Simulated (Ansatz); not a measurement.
Ta2N:
```xyz
6
Lattice="3.6549 0.0000 0.0000 0.0000 3.6549 0.0000 0.0000 0.0000 6.2276" Properties=species:S:1:pos:R:3 pbc="T T T"
Ta     0.0000     0.0000     0.0000
Ta     1.8275     1.8275     0.0000
Ta     1.8275     0.0000     2.4080
Ta     0.0000     1.8275     3.8196
N      1.8275     0.0000     4.5927
N      0.0000     1.8275     1.6349
```

This is the PBE-relaxed structure.

Q: All from the program Ansatz at the PBE level (PAW), unless another level is named. Predict the electronic character.

A: metallic (no gap).

Q: And the formation energy from the elements (no fitted shifts)?

A: 456 meV/atom.

Q: And the density of states at the Fermi level?

A: 0.72 states/eV per atom (mean over ±0.08 eV).

Space group P4/nmm. A made-up cell: these elements were put on the sites of a structure type; neither database checked (COD, Materials Project) lists it. Whether it is the stable phase at ambient conditions was not checked. The cell was relaxed with PBE under the symmetry of its start; whether a distortion lowers the energy is not shown. No spin polarisation was allowed. The references are the lowest solids computed at this level, not always the standard phases (solids in place of the gases). Scalar-relativistic: spin–orbit coupling is off unless named, which matters more the heavier the elements.

Potentials: the later of the program's two PAW sets.
